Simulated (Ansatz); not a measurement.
**Is this RbSi2 structure stable?**

The structure comes from a generated guess, relaxed at this level; another structure or a mixture of phases may lie lower.

The calculation used Ansatz, DFT PBE, scalar-relativistic, plane waves, PAW. Cutoff 420 eV, Γ-centred 12×12×8 mesh (3-atom cell), Gaussian smearing of 0.10 eV, no spin polarisation.

```
Rb Si
1.0
     3.97167    0.00000    0.00000
    -1.98583    3.43956    0.00000
     0.00000    0.00000    6.04742
Rb Si
1 2
Direct
  0.00000 0.00000 0.00000
  0.33333 0.66667 0.44893
  0.66667 0.33333 0.55107
```

The zero of energy is the elements' standard structures at the same level; no fitted shifts are applied.

Q: These tests were run: energy against the elements; phonons on a 2×2×1 q mesh. What do they show?

A:

| test | result |
| --- | --- |
| energy against the elements | +0.06 eV/atom |
| phonons on a 2×2×1 q mesh | no imaginary mode on the mesh |

It fails one test: energy against the elements. It may still be a metastable minimum.

The cell is a metal run without spin; a magnetic state may lie lower. The run for the phonons used a 12×12×8 k mesh and Fermi–Dirac smearing of 0.15 eV.
